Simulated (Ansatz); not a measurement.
## What a change of settings does: Hg (bcc type)

First run: DFT, LDA, PAW with Ansatz's default frozen-core files, scalar-relativistic (Ansatz 0.2.0).

Command: `ansatz run input.yaml --threads 1 --pin off --max-ram 2048MiB --backend cpu --events-out ev --progress --plain --runs-dir out` It took 4 s on 1 thread of Arm Neoverse V1, with other jobs on the host, peak memory 0.29 GiB.

```yaml
crystal:
  lattice:
    - [-1.7778882262, 1.7778882262, 1.7778882262]
    - [1.7778882262, -1.7778882262, 1.7778882262]
    - [1.7778882262, 1.7778882262, -1.7778882262]
  atoms:
    - { symbol: Hg, position: [0.0, 0.0, 0.0] }
kpoints:
  mp_grid: { grid: [15, 15, 15] }
  band_path:
    path:
      - [0.0, 0.0, 0.0]
      - [0.5, -0.5, 0.5]
      - [0.0, 0.0, 0.5]
      - [0.0, 0.0, 0.0]
      - [0.25, 0.25, 0.25]
      - [0.5, -0.5, 0.5]
      - [0.25, 0.25, 0.25]
      - [0.0, 0.0, 0.5]
    npoints: 8
scf:
  occupations: { method: fermi_dirac, width: 0.1 }
hamiltonian:
  xc: lda
  pseudopotentials: { kind: paw }
output:
  forces: true
  stress: true
  eigenvalues: true
  populations: true
  dos: { projected: true, de: 0.2, e_range: [-14, 8] }
  write_density: true
  write_potential: true
  elf: true
  volumetric_format: npy
```

The cell comes from a relaxation on PAW files under the same functional, begun from a prototype that needn't be the stable phase.

This run: the series' base cell.

It converges in 6 SCF iterations at a pressure of -0.01 GPa, cutoff 420 eV.

The input is then changed:

```diff
 scf:
-  occupations: { method: fermi_dirac, width: 0.1 }
+  occupations: { method: gaussian, width: 0.2 }
 hamiltonian:
   populations: true
-  dos: { projected: true, de: 0.2, e_range: [-14, 8] }
   write_density: true
```

**Question.** What does the second run give?

**Answer.** It converges in 6 SCF iterations at a pressure of -0.02 GPa, cutoff 420 eV, free energy +1.9 meV/atom against the first run's. Some of the changed settings are coarser than converged work would use.
